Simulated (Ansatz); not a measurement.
Os (fcc, Cu type)

```xyz
1
Lattice="0.0000 1.9103 1.9103 1.9103 0.0000 1.9103 1.9103 1.9103 0.0000" Properties=species:S:1:pos:R:3 pbc="T T T"
Os     0.0000     0.0000     0.0000
```

The slice is a {111} plane (indices of the conventional cell) through the point (0.000, 0.000, 0.000) (fractional), spanned by u = [100] and v = [-1 2 0] in vectors of this cell: u (2.70 Å) and v (4.68 Å, at 90° to u). It covers one period; positions are fractions (u, v).

Level of theory: PBEsol (plane waves to 420 eV, PAW, scalar-relativistic; Ansatz, a quantum-chemistry and plane-wave program). k mesh 21×21×21. These are valence fields of a PAW run, semicore shells included where kept as valence: close to a nucleus they are smooth pseudo fields. Os is run without spin polarisation. Os was relaxed with its symmetry unable to fall. Spin-orbit coupling is left out, though Os is heavy. This is one of several known forms of Os; the measured ambient cells at hand have space group No. 194.

Three fields on this plane, each scaled to ten steps between its own extremes (0 low, 9 high; the total valence density on a logarithmic scale, the potential cut 8 eV below its top; x marks points blanked near nuclei; v = 0 in the bottom row):

Map A
```
|xxxxxx15951xxxxx|
|xxxxxx04840xxxxx|
|xxxxxx05850xxxxx|
|xxxxx0268620xxxx|
|xxxx136888631xxx|
|0013688666886310|
|0148984101489841|
|6688631000136886|
|88631xxxxxxx1368|
|8620xxxxxxxxx026|
|850xxxxxxxxxxx05|
|840xxxxxxxxxxx04|
|951xxxxxxxxxxx15|
|952xxxxxxxxxxx25|
|951xxxxxxxxxxx15|
|840xxxxxxxxxxx04|
|850xxxxxxxxxxx05|
|8620xxxxxxxxx026|
|88631xxxxxxx1368|
|6688631000136886|
|0148984101489841|
|0013688666886310|
|xxxx136888631xxx|
|xxxxx0268620xxxx|
|xxxxxx05850xxxxx|
|xxxxxx04840xxxxx|
|xxxxxx15951xxxxx|
|xxxxxx25952xxxxx|
```

Map B
```
|xxxxxx04640xxxxx|
|xxxxxx05750xxxxx|
|xxxxxx27872xxxxx|
|xxxxx0589850xxxx|
|xxxx047999740xxx|
|0001467888764100|
|4456665444566654|
|8876410000014678|
|99740xxxxxxx0479|
|9850xxxxxxxxx058|
|872xxxxxxxxxxx27|
|750xxxxxxxxxxx05|
|640xxxxxxxxxxx04|
|640xxxxxxxxxxx04|
|640xxxxxxxxxxx04|
|750xxxxxxxxxxx05|
|872xxxxxxxxxxx27|
|9850xxxxxxxxx058|
|99740xxxxxxx0479|
|8876410000014678|
|4456665444566654|
|0001467888764100|
|xxxx047999740xxx|
|xxxxx0589850xxxx|
|xxxxxx27872xxxxx|
|xxxxxx05750xxxxx|
|xxxxxx04640xxxxx|
|xxxxxx04640xxxxx|
```

Map C
```
|xxxxxx94349xxxxx|
|xxxxxx73237xxxxx|
|xxxxxx51115xxxxx|
|xxxxx7300037xxxx|
|xxxx741000147xxx|
|9986421111124689|
|4333333343333333|
|1112468999864211|
|00147xxxxxxx7410|
|0037xxxxxxxxx730|
|115xxxxxxxxxxx51|
|237xxxxxxxxxxx73|
|349xxxxxxxxxxx94|
|359xxxxxxxxxxx95|
|349xxxxxxxxxxx94|
|237xxxxxxxxxxx73|
|115xxxxxxxxxxx51|
|0037xxxxxxxxx730|
|00147xxxxxxx7410|
|1112468999864211|
|4333333343333333|
|9986421111124689|
|xxxx741000147xxx|
|xxxxx7300037xxxx|
|xxxxxx51115xxxxx|
|xxxxxx73237xxxxx|
|xxxxxx94349xxxxx|
|xxxxxx95359xxxxx|
```

Q: Assign the maps to these fields: electron localisation function (ELF); valence electron density; electrostatic potential energy of an electron, from the cell's mean.

A: A is the electron localisation function (ELF); B is the electrostatic potential energy of an electron, from the cell's mean; C is the valence electron density.
